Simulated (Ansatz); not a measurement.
Input:

Mg2Sn:
```xyz
6
Lattice="0.0000 4.0686 4.0686 4.0686 0.0000 4.0686 4.0686 4.0686 0.0000" Properties=species:S:1:pos:R:3 pbc="T T T"
Sn     4.0686     4.0686     4.0686
Sn     6.1030     6.1030     6.1030
Mg     1.0172     1.0172     1.0172
Mg     1.0172     3.0515     3.0515
Mg     3.0515     3.0515     1.0172
Mg     3.0515     1.0172     3.0515
```

This is the LDA-relaxed structure.

Q: All from the program Ansatz at the LDA level (PAW), unless another level is named. Predict the Debye temperature from the elastic constants.

A: 202 K.

Q: What about the highest zone-centre frequency?

A: 394 cm^-1.

Q: Give the elastic constants (relaxed ions, GPa).

A: C11 = 52.2, C12 = 40.7, C44 = 19.0.

Space group Fd-3m (cubic Laves (MgCu2 type)). The workflow started from an entry of the Crystallography Open Database (COD), which files this formula under 2 space groups. Whether it is the stable phase at ambient conditions was not checked. Symmetry was held in the LDA relaxation. At this level the phase is dynamically unstable (imaginary phonons). The volume moved by 74 % from the start of the relaxation. As this level gives no gap, shear constants depend on the k-mesh and smearing (Fermi–Dirac, 0.1 eV here). As this level gives no gap, phonon frequencies hold no LO–TO term and depend on the k-mesh and smearing (Fermi–Dirac, 0.1 eV here). Spin–orbit coupling is left out wherever it is not named.

Potentials: the later of the program's two PAW sets.
